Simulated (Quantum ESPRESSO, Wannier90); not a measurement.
# Wannier functions of Se (P3₁21)

```
begin unit_cell_cart
ang
    4.5048201908    0.0000000000    0.0000000000
   -2.2524100954    3.9012887247    0.0000000000
    0.0000000000    0.0000000000    4.9788000000
end unit_cell_cart
begin atoms_frac
Se   0.2178900000  0.0000000000  0.3333333333
Se   0.0000000000  0.2178900000 -0.3333333333
Se  -0.2178900000 -0.2178900000  0.0000000000
end atoms_frac
```

Structure: Materials Project mp-14, symmetrised, not relaxed again. COD (Crystallography Open Database) has the formula in 4 space groups, this one among them (matched by group alone). Level: PBEsol, no spin polarisation, no spin-orbit coupling; pw.x of Quantum ESPRESSO at 69 Ry with PseudoDojo potentials, 6×6×6 k-points, Wannier90. Density: 12×12×6 mesh, cold smearing 0.01 Ry. The cell is built of weakly bound layers, chains or molecules, whose nearest atoms lie 3.56 Å apart. Database cells relaxed without dispersion often hold them too far apart, which can enlarge gaps and weakens couplings between them; spacing and stacking were not compared with the measured crystal. Spin-orbit coupling, left out, would split the p-like bands by a few tenths of an eV.

A tight-binding model is made by disentanglement and projection with no localisation steps (num_iter = 0), so the 12 orbitals stay atom-like: hydrogen-like Se: s;p, axes along x, y, z; frozen window up to 2.54 eV relative to the valence-band maximum. It follows pw.x to 0.9 meV rms for states up to 2.0 eV relative to the valence-band maximum. Matrix elements depend on this choice of orbitals and windows.

Question: What are the on-site energies relative to the valence-band maximum, and how fast do the hoppings decay?

Answer: 
```csv
atom,orbitals,energy (eV)
Se1,s,-11.90
Se1,pz,-1.38
Se1,px,-1.52
Se1,py,-1.42
Se2,s,-11.90
Se2,pz,-1.38
Se2,px,-1.44
Se2,py,-1.49
Se3,s,-11.90
Se3,pz,-1.38
Se3,px,-1.44
Se3,py,-1.49
```

| distance of the centres (Å) | largest modulus (eV) |
|---|---|
| 2–3 | 2.0 |
| 3–4 | 0.51 |
| 4–5 | 0.071 |
| 5–6 | 0.14 |
| 6–7 | 0.046 |
| 7–8 | 0.0079 |
| 8–9 | 0.013 |
| 9–10 | 0.017 |
| 10–11 | 0.0051 |
